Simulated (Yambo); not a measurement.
## Optical response of SiC

```
SiC
1.0
    3.07615     0.00000     0.00000
   -1.53808     2.66402     0.00000
    0.00000     0.00000     5.04822
C Si
2 2
Direct
  0.33333   0.66667   0.87540
  0.66667   0.33333   0.37540
  0.33333   0.66667   0.49960
  0.66667   0.33333   0.99960
```

Yambo, TDDFT with the long-range kernel (α = 0.54, from Botti's fit to the run's own RPA ε∞) on PBEsol bands shifted by a G0W0 scissor of 1.02 eV; 15×15×8 mesh, 31 bands, 4 Ry local-field block, 0.2 eV broadening; field along x.

| E (eV) | Im ε | Re ε | Im ε, independent particles |
|---|---|---|---|
| 0.0 | 0.00 | 7.58 | 0.00 |
| 0.5 | 0.02 | 7.61 | 0.02 |
| 1.0 | 0.05 | 7.70 | 0.03 |
| 1.5 | 0.08 | 7.86 | 0.05 |
| 2.0 | 0.11 | 8.09 | 0.07 |
| 2.5 | 0.16 | 8.42 | 0.10 |
| 3.0 | 0.21 | 8.88 | 0.13 |
| 3.5 | 0.30 | 9.51 | 0.18 |
| 4.0 | 0.43 | 10.4 | 0.25 |
| 4.5 | 0.68 | 11.7 | 0.36 |
| 5.0 | 1.21 | 13.9 | 0.57 |
| 5.5 | 3.21 | 17.9 | 1.20 |
| 6.0 | 11.2 | 21.4 | 3.34 |
| 6.5 | 26.0 | 18.4 | 7.14 |
| 7.0 | 24.6 | -0.76 | 14.8 |
| 7.5 | 17.6 | -4.13 | 17.1 |
| 8.0 | 10.0 | -6.19 | 16.0 |
| 8.5 | 9.36 | -2.87 | 12.2 |
| 9.0 | 8.37 | -3.69 | 12.1 |
| 9.5 | 7.53 | -3.58 | 11.2 |
| 10.0 | 6.25 | -4.32 | 9.64 |
| 10.5 | 4.70 | -3.91 | 7.14 |
| 11.0 | 4.28 | -3.83 | 6.35 |
| 11.5 | 3.02 | -3.42 | 4.37 |
| 12.0 | 2.80 | -2.73 | 3.88 |
| 12.5 | 2.63 | -2.44 | 3.54 |
| 13.0 | 2.24 | -2.22 | 2.82 |
| 13.5 | 2.12 | -2.18 | 2.54 |
| 14.0 | 1.74 | -2.05 | 2.00 |
| 14.5 | 1.53 | -1.78 | 1.69 |
| 15.0 | 1.45 | -1.67 | 1.55 |
| 15.5 | 1.25 | -1.48 | 1.31 |
| 16.0 | 1.09 | -1.39 | 1.10 |
| 16.5 | 0.95 | -1.28 | 0.94 |
| 17.0 | 0.88 | -1.13 | 0.86 |
| 17.5 | 0.74 | -1.04 | 0.72 |
| 18.0 | 0.61 | -0.95 | 0.58 |
| 18.5 | 0.53 | -0.76 | 0.52 |
| 19.0 | 0.49 | -0.68 | 0.46 |
| 19.5 | 0.43 | -0.55 | 0.41 |
| 20.0 | 0.42 | -0.50 | 0.38 |

Structure narrower than a few tenths of an eV can come from the finite k mesh. Convergence of the RPA response with its 15×15×8 mesh was not tested. The scissor comes from a G0W0 run whose convergence isn't established. The kernel mimics continuum excitons only.

Geometry relaxed with PBEsol.
